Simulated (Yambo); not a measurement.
CsGeBr$_{3}$ (space group R3m, No. 160), G0W0@LDA in Yambo; all else as in the reference (2×2×2 Γ-centred k mesh, 325 bands and a 8 Ry block in the screening, 325 bands in G with the Bruneval-Gonze terminator, plasmon pole fitted at 27.2 eV). One parameter is varied: the cutoff of the exchange sum, over 5, 10, 20, 40, 78 Ry.

Problem. From which value on does the gap Z → Z stay within 0.05 eV of the largest setting?

Solution. From 20 Ry on.
| cutoff of the exchange sum (Ry) | G0W0 gap (eV) | valence shift (eV) |
|---|---|---|
| 5 | 1.85 | 0.17 |
| 10 | 2.18 | -0.47 |
| 20 | 2.33 | -0.78 |
| 40 | 2.33 | -0.83 |
| 78 | 2.32 | -0.83 |
The last step of the sweep still moves the gap by 1 meV; the other settings are held fixed.

The standard potential for Ge keeps a d shell in the valence without the s and p states of that shell. In tests on such compounds this moved G0W0 gaps by up to about 0.9 eV, so absolute quasiparticle energies here are unreliable; differences between settings are what counts.

Spin-orbit coupling is not included.

Geometry of the Materials Project entry, not relaxed at this level; primitive cell a = 5.6682 Å, b = 5.6682 Å, c = 5.6682 Å, α = 88.90°, β = 88.90°, γ = 88.90°.

The structure is a Materials Project entry; no match was found in the copy of COD used, and its stability was not checked.

A shift is the quasiparticle energy of the state minus its LDA energy.
